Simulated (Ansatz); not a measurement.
CuI:
```cif
data_Cu4I4
_chemical_formula_sum 'Cu4 I4'
_space_group_name_H-M_alt 'F-43m'
_space_group_IT_number 216
_space_group_name_Hall 'F -4 2 3'
_cell_length_a 6.07766
_cell_length_b 6.07766
_cell_length_c 6.07766
_cell_angle_alpha 90.000
_cell_angle_beta 90.000
_cell_angle_gamma 90.000
loop_
_atom_site_label
_atom_site_type_symbol
_atom_site_symmetry_multiplicity
_atom_site_Wyckoff_symbol
_atom_site_fract_x
_atom_site_fract_y
_atom_site_fract_z
_atom_site_occupancy
Cu1 Cu 4 c 0.25000 0.25000 0.25000 1
I1 I 4 a 0.00000 0.00000 0.00000 1
```
(The calculation used a cell of 2 atoms; values per cell refer to that cell.)

Relaxed with plane-wave PAW PBE (Ansatz code). Indices refer to the conventional cell of F-43m, a = b = c = 6.078 Å, α = β = γ = 90.00°.

Problem. Simulate the powder diffraction pattern (Fe Kα, λ = 1.93735 Å; lines above 1 %) up to 2θ = 90°.

Solution. Simulated powder pattern, Fe Kα, λ = 1.93735 Å (kinematic, ideal powder, no thermal factors, no anomalous dispersion; the 30 strongest lines at most, above 1 %, up to 2θ = 90°):

| 2θ (°) | d (Å) | I/Imax (%) | hkl |
|---|---|---|---|
| 32.05 | 3.509 | 100 | (111) |
| 37.18 | 3.039 | 7.7 | (200) |
| 53.59 | 2.149 | 67 | (220) |
| 63.82 | 1.832 | 43 | (311) |
| 67.02 | 1.754 | 2.0 | (222) |
| 79.22 | 1.519 | 11 | (400) |
| 88.01 | 1.394 | 19 | (331) |

The cell was relaxed with PBE under the symmetry of its start. No spin polarisation was allowed. Spin–orbit coupling is left out wherever it is not named.

Potentials: the earlier of the program's two PAW sets.
